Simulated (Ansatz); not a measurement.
LaN:
```
LaN
1.0
    0.00000     2.77329     2.77329
    2.77329     0.00000     2.77329
    2.77329     2.77329     0.00000
N La
1 1
Direct
  0.25000   0.25000   0.25000
  0.00000   0.00000   0.00000
```

Cartesian axes are those of the cell as given.

Problem. Give the proper piezoelectric stress tensor with relaxed ions from the program Ansatz at the PBEsol level (PAW).

Solution. In C/m², rows x, y, z, Voigt columns; mesh uncertainty up to 0.04.
```
 0.00   0.00   0.00  -0.30   0.00   0.00
 0.00   0.00   0.00   0.00  -0.30   0.00
 0.00   0.00   0.00   0.00   0.00  -0.30
```

The elastic tensor of the same run (GPa):

```
 104  86.0  86.0   0.0   0.0   0.0
86.0   104  86.0   0.0   0.0   0.0
86.0  86.0   104   0.0   0.0   0.0
 0.0   0.0   0.0  30.4   0.0   0.0
 0.0   0.0   0.0   0.0  30.4   0.0
 0.0   0.0   0.0   0.0   0.0  30.4
```

Problem. Convert to strain constants d = e·S.

Solution. In pC/N:
```
  0.0    0.0    0.0  -10.0    0.0    0.0
  0.0    0.0    0.0    0.0  -10.0    0.0
  0.0    0.0    0.0    0.0    0.0  -10.0
```

Space group F-43m (zinc blende). The start of the workflow was typed in or built on a structure type; neither database checked (COD, Materials Project) lists it. COD files the formula under space group No. 225. Its standing as an ambient phase is unchecked. Symmetry was held in the PBEsol relaxation; whether a distortion lowers the energy is not shown. Signs of piezoelectric constants follow the polarity of the cell as given. Spin–orbit coupling is left out wherever it is not named.

Potentials: the earlier of the program's two PAW sets. The files were generated under PBE; for other functionals the program regenerates the frozen cores, and for LDA and PBEsol the local potential too.
